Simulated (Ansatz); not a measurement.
ZnGaNO:
```
CELL_PARAMETERS angstrom
      3.24463     0.00000     0.00000
     -1.62232     2.80993     0.00000
      0.00000     0.00000     5.26324
ATOMIC_POSITIONS crystal
  Ga 0.33333 0.66667 0.02222
  N  0.33333 0.66667 0.37120
  Zn 0.66667 0.33333 0.47147
  O  0.66667 0.33333 0.88826
```

Relaxed with r²SCAN. Special points in fractions of this cell's reciprocal vectors: Γ (0.000, 0.000, 0.000); M (0.500, 0.000, 0.000); K (0.333, 0.333, 0.000); A (0.000, 0.000, 0.500); L (0.500, 0.000, 0.500); H (0.333, 0.333, 0.500).

### Question
List the band energies nearest the Fermi level at these points for the program Ansatz at the r²SCAN level (PAW).

### Answer
In eV from the Fermi level; about four levels below and three above (degenerate sets whole), none deeper than 8.9 eV; points with the same levels are listed once.

| k | below | above |
|---|---|---|
| Γ | -5.04 -5.04 -2.24 -1.38 | 0.09 0.09 4.15 |
| M | -5.42 -5.13 -3.08 -1.48 | 2.71 4.26 6.10 |
| K | -5.23 -4.70 -3.27 -3.14 | 4.25 4.32 7.13 |
| A | -5.41 -4.95 -4.95 -4.41 | 0.04 0.04 0.72 |
| L | -5.54 -3.72 -2.89 -1.64 | 2.25 4.31 5.72 |
| H | -5.39 -3.72 -3.22 -2.70 | 4.59 4.97 5.09 |

Space group P3m1. The start of the workflow was typed in or built on a structure type; the Crystallography Open Database copy checked does not list it. Whether it is the stable phase at ambient conditions was not checked. The r²SCAN relaxation kept the symmetry of its start; its stability against distortions is not shown here. Spin–orbit coupling is left out wherever it is not named.

Potentials: the earlier of the program's two PAW sets.
